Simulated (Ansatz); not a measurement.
Relaxed-ion elastic tensor of NiSb in space group P6_3/mmc (No. 194; Ni on 4f, Sb on 2a, Sb on 2d) in GPa (Voigt order), PBEsol (plane waves, PAW; program Ansatz); density 8.76 g/cm³, 17.10 Å³ per atom.

```
 160   120   102   0.0   0.0   0.0
 120   160   102   0.0   0.0   0.0
 102   102   118   0.0   0.0   0.0
 0.0   0.0   0.0  45.5   0.0   0.0
 0.0   0.0   0.0   0.0  45.5   0.0
 0.0   0.0   0.0   0.0   0.0  20.0
```

Problem. Is the crystal mechanically stable?

Solution. Yes: the smallest eigenvalue of C is 20.0 GPa.

Problem. Work out the Voigt, Reuss and Hill averages.

Solution. K_V = 121, K_R = 113, K_H = 117; G_V = 29.8, G_R = 24.6, G_H = 27.2 GPa.

Problem. Give Young's modulus, Poisson's ratio, Pugh's ratio and the universal anisotropy index.

Solution. E = 9KG/(3K + G) = 75.8 GPa; ν = 0.39; K/G = 4.30 (ductile by the Pugh limit of 1.75); A_U = 5G_V/G_R + K_V/K_R − 6 = 1.12.

Problem. Estimate the sound speeds and the Debye temperature.

Solution. v_l = √((K + 4G/3)/ρ) = 4180 m/s, v_t = √(G/ρ) = 1760 m/s, mean 1990 m/s; Θ = (h/k)(3n/4πV)^(1/3) v_m = 230 K.

Problem. Solve the Christoffel equation for the three sound speeds along x, y, z.

Solution. Eigenvalues of C_ijkl n_j n_l equal ρv². In km/s, slowest first: x 1.51, 2.28, 4.28; y 1.51, 2.28, 4.28; z 2.28, 2.28, 3.67.

Problem. How much does each axis shrink under pressure?

Solution. Linear compressibilities β_i = Σ_j S_ij (j = 1 to 3): x 1.3, y 1.3, z 6.2 per TPa.

The cell is a constructed one: a structure type filled with these elements; the Crystallography Open Database files this formula in space group No. 194, but the cells were not matched. Whether it is the stable phase at ambient conditions was not checked. The PBEsol relaxation kept the symmetry of its start; whether a distortion lowers the energy is not shown. The workflow began spin-polarised and lost its moments. As this level gives no gap, shear constants depend on the k-mesh and smearing (Fermi–Dirac, 0.1 eV here). On the denser mesh and wider smearing of the elastic run this cell carries a stress of 0.5 GPa. Scalar-relativistic: spin–orbit coupling is off unless named, which matters more the heavier the elements.

Potentials: the later of the program's two PAW sets.
